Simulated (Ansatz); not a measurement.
Cs$_{2}$NaI$_{6}$: reading a single point

```yaml
crystal:
  lattice:
    - [-4.54012, 4.54012, 4.66793]
    - [4.54012, -4.54012, 4.66793]
    - [4.54012, 4.54012, -4.66793]
  atoms:
    - { symbol: Na, position: [0.00000, 0.00000, 0.00000] }
    - { symbol: Cs, position: [0.75000, 0.25000, 0.50000] }
    - { symbol: Cs, position: [0.25000, 0.75000, 0.50000] }
    - { symbol: I, position: [0.79379, 0.79379, 0.58758] }
    - { symbol: I, position: [0.79379, 0.20621, 0.00000] }
    - { symbol: I, position: [0.20621, 0.20621, 0.41242] }
    - { symbol: I, position: [0.20621, 0.79379, 0.00000] }
    - { symbol: I, position: [0.65006, 0.65006, 0.00000] }
    - { symbol: I, position: [0.34994, 0.34994, 0.00000] }
```

Single point in Ansatz 0.2.0 with PBE, no spin polarisation. Cutoff 420 eV, PAW datasets, 4×4×4 Γ-centred k mesh, methfessel-paxton filling (width 0.0152 eV).

Task: How is the charge shared?

Result: Bader charges in e: Cs +0.82, Na +0.77, I -0.57 to -0.06. In the mean Cs gives up most and I takes most.

Task: Is the cell too large or too small?

Result: The pressure is 2.8 GPa (compression positive), so with the atoms held at these fractions the cell would first expand; the forces are large, so a full relaxation may end otherwise. The principal stresses 0.8, 3.8, 3.8 GPa differ, so its shape would change too.

Task: Describe some of the short contacts.

Result: Na–I at 2.65 Å: least valence density 0.19 e/Å³ and ELF 0.07 there. I–I at 2.80 Å: least valence density 0.43 e/Å³ and ELF 0.63 there. Cs–I at 4.01 Å: least valence density 0.05 e/Å³ and ELF 0.04 there. Both are smooth PAW fields, read partly inside the augmentation spheres.

Task: What happens at the Fermi level?

Result: It is a metal, with about 13 states/eV a cell as the mean within 0.25 eV of the Fermi level, mostly I p (98 %).

Origin: a known structure type with other elements, at an estimated volume, so it need not be a known compound. Caveats: many states at the Fermi level without spin polarisation, so a magnetic state may lie lower; atoms or cell far from equilibrium.
